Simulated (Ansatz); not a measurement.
Here is the system:

Relaxed Li (bcc, W type):

```
CELL_PARAMETERS angstrom
     -3.43518     3.43518     3.43518
      1.71759    -1.71759     1.71759
      1.71759     1.71759    -1.71759
ATOMIC_POSITIONS crystal
  Li 0.00000 0.00000 0.00000
  Li 0.50000 0.00000 0.00000
```

A phonon eigenvector at N = (0.5, 0.0, 0.0) is frozen into this cell: atom i moves by Q times the vector below, so Q is the largest atomic displacement, in Å. The cell is held. (q is in reciprocal vectors of the primitive cell; the cell shown is doubled to hold the pattern.)

```json
[
 {"atom": "Li1", "x": "1.000", "y": "0.000", "z": "0.000"},
 {"atom": "Li2", "x": "-1.000", "y": "0.000", "z": "0.000"}
]
```

Method: PBE (plane waves to 420 eV, PAW, scalar-relativistic; Ansatz, an electronic-structure program). k mesh 19×19×19 (Γ-centred), Fermi-Dirac smearing 0.05 eV. E stands for the smeared free energy. With partly filled bands, energies and forces of such displacements shift with the k mesh and the smearing. Li was relaxed with its symmetry unable to fall. The zero of ΔE is the undisplaced structure.

The scan covers Q from -0.280 to 0.280 Å in 13 points.

Q: Which space group does the distorted structure have?

A: Cmcm (No. 63), lowered from Im-3m.

Q: What is the energy change at Q = 0.280 Å?

A: 70 meV/cell.

Q: What harmonic wavenumber does the curvature at Q = 0 give?

A: 187 cm⁻¹.

(For displaced atoms, the force is minus the slope of the energy, and its curvature is a force constant, which sets phonon frequencies.)
